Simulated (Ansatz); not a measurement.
CdSe:
Space group P6₃mc (No. 186); a = 4.382 Å, b = 4.382 Å, c = 14.308 Å, α = 90.00°, β = 90.00°, γ = 120.00°

| atom | site | symmetry | x | y | z |
|---|---|---|---|---|---|
| Cd | 2a | 3m. | 0.0000 | 0.0000 | 0.0003 |
| Cd | 2b | 3m. | 0.3333 | 0.6667 | 0.2502 |
| Se | 2a | 3m. | 0.0000 | 0.0000 | 0.3127 |
| Se | 2b | 3m. | 0.3333 | 0.6667 | 0.0624 |

Relaxed with PBE. The program Ansatz at the PBE level (PAW) gives a gap of 0.52 eV.

Task: What gap does HSE06 give on the same cell (Ansatz, PAW)?

Result: 1.45 eV, 0.93 eV more. The hybrid was solved on a coarser mesh and at special points; the gap given is the minimum over both.

| k | v1 PBE | c1 PBE | v1 HSE06 | c1 HSE06 |
|---|---|---|---|---|
| Γ | 0.00 | 0.52 | 0.00 | 1.45 |
| A | -0.11 | 1.54 | ? | ? |
| K | -1.02 | 3.67 | -1.08 | 4.68 |
| H | -1.20 | 3.89 | ? | ? |
| M | -0.68 | 2.49 | ? | ? |
| L | -0.84 | 2.90 | ? | ? |

Task: Top valence (v1) and lowest conduction level (c1) in eV from each method's valence maximum (which need not be a listed point): supply the withheld HSE06 values.

Result: 
- M, v1 HSE06: -0.72
- M, c1 HSE06: 3.44
- A, v1 HSE06: -0.12
- A, c1 HSE06: 2.39
- L, v1 HSE06: -0.90
- L, c1 HSE06: 3.87
- H, v1 HSE06: -1.28
- H, c1 HSE06: 4.85

Cost on shared cores: the PBE run (SCF on a 7×7×2 mesh, then bands and DOS) very roughly 5 core-minutes, the HSE06 run (SCF on 4×4×2, then a few points) about 12 core-minutes (a rough figure); the tasks are unlike.

Space group P6_3mc. The cell is a constructed one: a structure type filled with these elements. Its sites differ from those of the usual phase in this space group: another stacking or structure type. Symmetry was held in the PBE relaxation; whether a distortion lowers the energy is not shown. Scalar-relativistic: spin–orbit coupling is off unless named, which matters more the heavier the elements.

Potentials: the later of the program's two PAW sets.
